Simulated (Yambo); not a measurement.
```xyz
6
Lattice="3.9029 0.0000 0.0000 -1.9515 3.3800 0.0000 0.0000 0.0000 6.8535" Properties=species:S:1:pos:R:3 pbc="T T T"
H      1.9515     1.1267     5.8288
H      0.0000     2.2534     1.0247
H      0.0000     0.0000     0.0000
Ca     1.9515     1.1267     1.2731
Ca     0.0000     2.2534     5.5804
Br     0.0000     0.0000     3.4268
```

Workflow: PBEsol (pw.x of Quantum ESPRESSO, ONCV potentials, with spin-orbit coupling), then G0W0 in Yambo (3×3×2 Γ-centred k mesh, bands 5 to 258 and a 7 Ry block in the screening, 258 bands in G with the Bruneval-Gonze terminator, plasmon pole fitted at 27.2 eV).

### Question
Give the PBEsol and G0W0 gaps between the band edges found on this mesh, and say where the edges lie.

### Answer
Edges: A → (0, 0.333, -0.5). PBEsol: 1.54 eV; G0W0: 3.36 eV. The mesh misses an edge: along a dense path the PBEsol gap is 1.38 eV. Among the k points computed, the smallest G0W0 gap is 3.28 eV, A → A. Nearest settings tried, and what they do to the gap: 166 bands in G: -9 meV; 166 bands in W, 166 bands in G: -20 meV; 6 Ry block (161 vectors against 209): -59 meV. Not varied: mesh. So the settings aren't converged at that level. 

Geometry of the Materials Project entry, not relaxed at this level.

The structure is a Materials Project entry; no match was found in the copy of COD used, and its stability was not checked.
